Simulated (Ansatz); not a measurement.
**Ba₂SnSe₄: ¹³⁷Ba nuclear quadrupole resonance**

Cell: a Materials Project structure (computed, not necessarily an observed phase), taken as it stands.

```cif
data_Ba2SnSe4
_symmetry_space_group_name_H-M 'P2_1/c'
_symmetry_Int_Tables_number 14
_cell_length_a 8.6473
_cell_length_b 9.4076
_cell_length_c 12.5785
_cell_angle_alpha 90.000
_cell_angle_beta 114.132
_cell_angle_gamma 90.000
loop_
_atom_site_label
_atom_site_type_symbol
_atom_site_symmetry_multiplicity
_atom_site_Wyckoff_symbol
_atom_site_fract_x
_atom_site_fract_y
_atom_site_fract_z
Ba1 Ba 4 e 0.9059 0.8847 0.1565
Ba5 Ba 4 e 0.5344 0.8481 0.3404
Sn Sn 4 e 0.1952 0.8135 0.5065
Se13 Se 4 e 0.2394 0.8819 0.7118
Se17 Se 4 e 0.2370 0.0201 0.3906
Se21 Se 4 e 0.9110 0.6911 0.3940
Se25 Se 4 e 0.4225 0.6302 0.5416
```

One atom of each set is listed.

Method: Kohn–Sham DFT in Ansatz, PBE, plane waves and PAW, scalar-relativistic, 420 eV cutoff, Γ-centred 4×3×3 k-points, Fermi–Dirac smearing 0.02 eV.

¹³⁷Ba: I = 3/2, Q = 236.0 mb (year-2017 value). Static lattice, zero field.

Question: At which frequencies do the ¹³⁷Ba NQR lines lie?

Answer: For I = 3/2 there is one line, ν = (|C_Q|/2)(1 + η²/3)^½.

| site | atoms | V_zz (10²¹ V/m²) | C_Q (MHz) | η | line frequencies (MHz) |
| --- | --- | --- | --- | --- | --- |
| Ba1 | 4 | 5.56 | 31.7 | 0.67 | 17.0 |
| Ba5 | 4 | 7.84 | 44.7 | 0.69 | 24.1 |

Question: And for Ba-135 (I = 3/2, Q = 153.0 mb) on Ba5?

Answer: C_Q scales with Q to 29.0 MHz, with lines at 15.6 MHz.

The largest force is 0.3 eV/Å, so the atoms aren't at the calculated equilibrium and relaxing them would move these values. Without spin–orbit coupling (the program notes it for Ba) the gradients are little affected as a rule: paired runs on crystals with a gap mostly move them by under 2 % at such atoms.

The run took 5 min of wall time (9.8 min of CPU time) and 3.6 GiB at its peak, on 2 threads of Intel Xeon Processor @ 2.50GHz (Skylake/Cascade Lake) (x86_64; 62 cores open to the job, memory cap 5.0 GiB, no GPU), a shared host with a load of 0.9 a core.
